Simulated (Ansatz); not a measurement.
BAs (zinc blende)

Space group F-43m (No. 216); a = 4.768 Å, b = 4.768 Å, c = 4.768 Å, α = 90.00°, β = 90.00°, γ = 90.00°

| atom | site | symmetry | x | y | z |
|---|---|---|---|---|---|
| As | 4c | -43m | 0.2500 | 0.2500 | 0.2500 |
| B | 4a | -43m | 0.0000 | 0.0000 | 0.0000 |
(The calculation used a cell of 2 atoms; values per cell refer to that cell.)

Grid over V/V₀ and (c/a)/(c/a)₀, subscript 0 meaning the relaxed cell; the conventional c axis lies along z; no internal relaxation.

The numbers are results of PBEsol (plane waves to 420 eV, PAW, scalar-relativistic; Ansatz, an electronic-structure program), not measurements. k mesh 12×12×12 (Γ-centred), Fermi-Dirac smearing 0.05 eV. The energy includes the smearing's −TS. As the smearing reaches across the gap at some points, the response to shear is sensitive to the k mesh, so small differences along c/a are uncertain. BAs was relaxed with its symmetry unable to fall. The PAW data are Ansatz's earlier set. The zero of ΔE is the relaxed starting cell.

| ΔE (meV/atom) | V/V₀ = 0.920 | V/V₀ = 0.947 | V/V₀ = 0.973 | V/V₀ = 1.000 | V/V₀ = 1.027 | V/V₀ = 1.053 | V/V₀ = 1.080 |
|---|---|---|---|---|---|---|---|
| (c/a)/(c/a)₀ = 0.880 | 122 | 98 | (withheld) | 81 | (withheld) | 98 | 116 |
| (c/a)/(c/a)₀ = 0.920 | 79 | 55 | 41 | 37 | 41 | 53 | 71 |
| (c/a)/(c/a)₀ = 0.960 | 53 | (withheld) | 14 | 9 | 13 | 25 | 43 |
| (c/a)/(c/a)₀ = 1.000 | 44 | 19 | 4 | 0 | 4 | 15 | 33 |
| (c/a)/(c/a)₀ = 1.040 | 53 | (withheld) | 14 | 9 | 13 | 25 | 43 |
| (c/a)/(c/a)₀ = 1.080 | 80 | 55 | 41 | 37 | 41 | 53 | 70 |
| (c/a)/(c/a)₀ = 1.120 | 126 | 101 | (withheld) | (withheld) | (withheld) | 98 | 116 |

Task: Some entries are withheld; supply them.

Result: 
- (c/a)/(c/a)₀ = 0.880, V/V₀ = 0.973: 85
- (c/a)/(c/a)₀ = 0.880, V/V₀ = 1.027: 86
- (c/a)/(c/a)₀ = 0.960, V/V₀ = 0.947: 28
- (c/a)/(c/a)₀ = 1.040, V/V₀ = 0.947: 28
- (c/a)/(c/a)₀ = 1.120, V/V₀ = 0.973: 87
- (c/a)/(c/a)₀ = 1.120, V/V₀ = 1.000: 83
- (c/a)/(c/a)₀ = 1.120, V/V₀ = 1.027: 87

(A scan under strain: stresses follow from slopes of the energy per volume, elastic moduli from its curvatures.)
